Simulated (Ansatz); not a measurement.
**Density of states of In₃P**

```cif
data_structure
_symmetry_space_group_name_H-M 'Fm-3m'
_symmetry_Int_Tables_number 225
_cell_length_a 7.3438
_cell_length_b 7.3438
_cell_length_c 7.3438
_cell_angle_alpha 90.000
_cell_angle_beta 90.000
_cell_angle_gamma 90.000
_cell_volume 396.06
loop_
_atom_site_label
_atom_site_type_symbol
_atom_site_symmetry_multiplicity
_atom_site_Wyckoff_symbol
_atom_site_fract_x
_atom_site_fract_y
_atom_site_fract_z
_atom_site_occupancy
P1 P 4 a 0.00000 0.00000 0.00000 1
In1 In 4 b 0.50000 0.00000 0.00000 1
In2 In 8 c 0.25000 0.75000 0.75000 1
```

The runs use the primitive cell with vectors (0.000, 3.672, 3.672), (3.672, 0.000, 3.672), (3.672, 3.672, 0.000) Å, to which the k mesh refers.

The structure comes from a relaxation in the same program, started in the D03 type, and has space group Fm-3m. Whether it is a known phase or the ground state wasn't checked.

Spin–orbit coupling is left out, though it moves levels of the heavy atoms by tenths of an eV or more.

These are results of DFT, PBE, all-electron LAPW, scalar-relativistic in Ansatz 0.2.0, not measurements.

The runs use a Γ-centred 10×10×10 k mesh, Fermi–Dirac smearing of 0.03 eV, basis error target 1 meV/atom, no spin polarisation.

States per eV and cell, averaged over 0.4 eV, from -11.0 to 4.4 eV, with energies (bin centres) from the Fermi level; empty bins are left out. 

```tsv
E (eV)	total
-10.9	0.21
-10.5	0.79
-10.1	1.91
-9.7	2.09
-7.3	0.68
-6.9	2.83
-6.5	1.42
-6.1	0.40
-5.7	1.07
-5.3	1.28
-4.9	1.49
-4.5	1.48
-4.1	1.23
-3.7	1.08
-3.3	1.35
-2.9	1.70
-2.5	2.50
-2.1	2.44
-1.7	2.42
-1.3	1.73
-0.9	1.31
-0.5	1.73
-0.1	2.26
0.3	2.39
0.7	2.65
1.1	2.52
1.5	2.08
1.9	2.02
2.3	2.02
2.7	1.63
3.1	1.65
3.5	1.83
3.9	1.61
4.3	2.49
```
